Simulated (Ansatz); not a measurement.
A geometry of SiO2 away from equilibrium: the start of the relaxation of a generated cell, SiO2 built in the tetragonal-ZrO2 structure type. These are PBE (plane waves to 420 eV, PAW, scalar-relativistic; Ansatz, an electronic-structure program) values and carry that method's errors. Γ-centred k-mesh 7×7×5 on the run's cell (coarser than for final values), Fermi–Dirac smearing 0.05 eV.

```xyz
6
Lattice="3.1924 0.0000 0.0000 0.0000 3.1924 0.0000 0.0000 0.0000 4.5936" Properties=species:S:1:pos:R:3 pbc="T T T"
Si     0.0000     0.0000     0.0000
Si     1.5962     1.5962     2.2968
O      0.0000     1.5962     0.9339
O      0.0000     1.5962     3.2307
O      1.5962     0.0000     1.3629
O      1.5962     0.0000     3.6597
```

Which atoms carry the largest force, and which way does it point?

2.37 eV/Å, on O3, O4, O5, O6 (atoms numbered as listed); on O3 its components are (0.00, 0.00, -2.37).

What is the pressure?

+4.7 GPa, compression positive.

How far above the relaxed end point is this geometry?

0.79 eV/atom; the path ends in P4₂/nmc (No. 137).

No spin polarisation in the result. Without a van der Waals term the distances between weakly bound units are poorly fixed.

The run could not lose the symmetry of its start: the end is stationary, and may be a saddle point rather than a minimum.

The end of the path is a generated cell of SiO2: the first start was made by placing the elements on the sites of a structure type, and the end was not matched to a known phase here, so it may be hypothetical. Known forms of SiO2 include space group No. 92, 136, 152, 154.
